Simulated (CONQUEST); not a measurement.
Set-up for a self-consistent single point of CdS (P6_3mc, 8 atoms in the cell; from Materials Project mp-672, changed as shown).

```xyz
8
Lattice="4.0855 0.0000 0.0000 0.0000 7.0762 0.0000 0.0000 0.0000 6.6440" Properties=species:S:1:pos:R:3 pbc="T T T"
Cd     2.0427     1.1794     3.3235
Cd     0.0000     2.3587     0.0015
Cd     0.0000     4.7175     3.3235
Cd     2.0427     5.8969     0.0015
S      2.0427     1.1794     5.8254
S      0.0000     2.3587     2.5033
S      0.0000     4.7175     5.8254
S      2.0427     5.8969     2.5033
```

All values come from this method and carry its errors: LDA (PW92), numerical atomic orbitals double-zeta with polarisation (the shipped basis), PseudoDojo norm-conserving potentials made for LDA (CONQUEST).

CONQUEST settings:

- basis = DZP
- Diag.MPMeshX, Y, Z = 6 4 4
- potentials = PseudoDojo norm-conserving LDA
- Grid.GridCutoff = 140 Ha
- DM.SolutionMethod = diagon
- Diag.kT = 0.001837 Ha
- Diag.GammaCentred = true
- minE.SCTolerance = 1.0e-06
- SC.MaxIters = 100
- SC.LinearMixingFactor = 0.5
- SC.KerkerPreCondition = true
- SC.KerkerFactor = 0.1 1/bohr
- AtomMove.TypeOfRun = static

Results:

```
Item                                                       Value
------------------------------------------------  --------------
Number of valence electrons                                  104
Number of bands                                              128
Number of k-points after the program's reduction              74
Size of the basis                                            128
Number of SCF iterations                                       6
FFT grid                                            48 × 72 × 72
Free energy E − TS                                -20285.7911 eV
Top of the valence band (on the code's own zero)        -5.44 eV
Gap on the k-point mesh                                  1.23 eV
Pressure                                                0.66 GPa
```

The gap is read on the k-point mesh of the run and can differ from the gap over the whole zone at this level.

For comparison: a first run was changed to give this one (lattice scaled by 0.98), and from it to this one the free energy drops by 12.1 meV/atom, the pressure goes from -3.07 to 0.66 GPa and the gap on the mesh goes from 1.051 to 1.227 eV.

The program uses no crystal symmetry, so grid and mesh can part values that symmetry would make equal. The atom-centred basis is finite, which shifts total energies, pressures and gaps against plane waves. The structure comes from a collection of computed structures, made at another level of theory; the collection holds predicted forms beside known ones.

Cost on one core: very roughly 40 core-seconds.
